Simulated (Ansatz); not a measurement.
HfSi (CsCl type, Pm-3m) at seven volumes, DFT-PBE in the program Ansatz with PAW potentials, scaled uniformly. One row is withheld.

```tsv
V (Å³/atom)	P (GPa)
16.203	13.98
16.737	8.56
17.271	?
17.806	0.00
18.340	-3.42
18.874	-6.49
19.408	-9.13
```

Task: Fit the shown pressures and predict the withheld one.

Result: P = (3/2)B₀(x^(7/2) − x^(5/2))[1 + (3/4)(B′ − 4)(x − 1)] with x = (V₀/V)^(2/3). Least squares on the six rows gives V₀ = 17.806 Å³/atom, B₀ = 124 GPa, B′ = 3.72. At V = 17.271, x = 1.0205 and P = 4.00 GPa. The run itself gave 3.90 GPa.

The cell is a constructed one: a structure type filled with these elements; neither database checked (COD, Materials Project) lists it. COD files the formula under space group No. 62, so this cell is another polymorph or a model. Its standing as an ambient phase is unchecked. Symmetry was held in the PBE relaxation; its stability against distortions is not shown here. The run is not spin-polarised. Spin–orbit coupling is left out wherever it is not named.

Potentials: the later of the program's two PAW sets.
